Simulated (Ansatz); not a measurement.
Ag2S:
```
CELL_PARAMETERS angstrom
      4.17437     0.00000     0.00000
      0.00000     7.21010     0.00000
     -3.16045     0.00000     7.72669
ATOMIC_POSITIONS crystal
  Ag 0.49988 0.50003 0.24995
  Ag 0.50012 0.49997 0.75005
  Ag 0.50012 0.00003 0.25005
  Ag 0.49988 0.99997 0.74995
  Ag 0.89310 0.75003 0.55353
  Ag 0.10690 0.24997 0.44647
  Ag 0.10690 0.25003 0.94647
  Ag 0.89310 0.74997 0.05353
  S  0.27313 0.74996 0.86352
  S  0.72687 0.25004 0.13648
  S  0.72687 0.24996 0.63648
  S  0.27313 0.75004 0.36352
```

Relaxed with PBEsol. Special points in fractions of this cell's reciprocal vectors: Γ (0.000, 0.000, 0.000); Z (0.000, 0.500, 0.000); D (0.000, 0.500, 0.500); B (0.000, 0.000, 0.500); A (-0.500, 0.000, 0.500); E (-0.500, 0.500, 0.500); C2 (-0.500, 0.500, 0.000); Y2 (-0.500, 0.000, 0.000).

Task: List the band energies nearest the valence-band maximum at these points for PBEsol with spin–orbit coupling in the plane-wave PAW code Ansatz.

Result: In eV from the valence-band maximum; about four levels below and three above (degenerate sets whole), none deeper than 8.9 eV; points with the same levels are listed once.

```csv
k,below,above
Γ,-0.12 -0.12 0.00 0.00,0.95 0.95 1.51 1.51
Z,-0.18 -0.18 -0.18 -0.18,1.44 1.44 1.44 1.44
D,-0.28 -0.28 -0.28 -0.28,2.35 2.35 2.36 2.36
B,-0.18 -0.18 -0.18 -0.18,1.97 1.97 1.97 1.97
A,-0.43 -0.43 -0.43 -0.43,2.26 2.26 2.26 2.26
E,-0.86 -0.86 -0.86 -0.86,2.84 2.84 2.84 2.84 2.84 2.84
C2,-0.30 -0.30 -0.30 -0.30,1.44 1.44 1.44 1.44
Y2,-0.47 -0.47 -0.12 -0.12,1.31 1.31 2.22 2.22
```

Space group Cmcm. The workflow started from a Materials Project entry (that database holds measured and hypothetical structures alike); the Crystallography Open Database copy checked does not list it. COD files the formula under space group No. 4, 14, so this cell is another polymorph or a model. Whether it is the stable phase at ambient conditions was not checked. The cell was relaxed with PBEsol under the symmetry of its start; whether a distortion lowers the energy is not shown. No spin polarisation was allowed. Point labels and valley counts follow the cell and symmetry of the run, lower than the named group.

Potentials: the later of the program's two PAW sets.
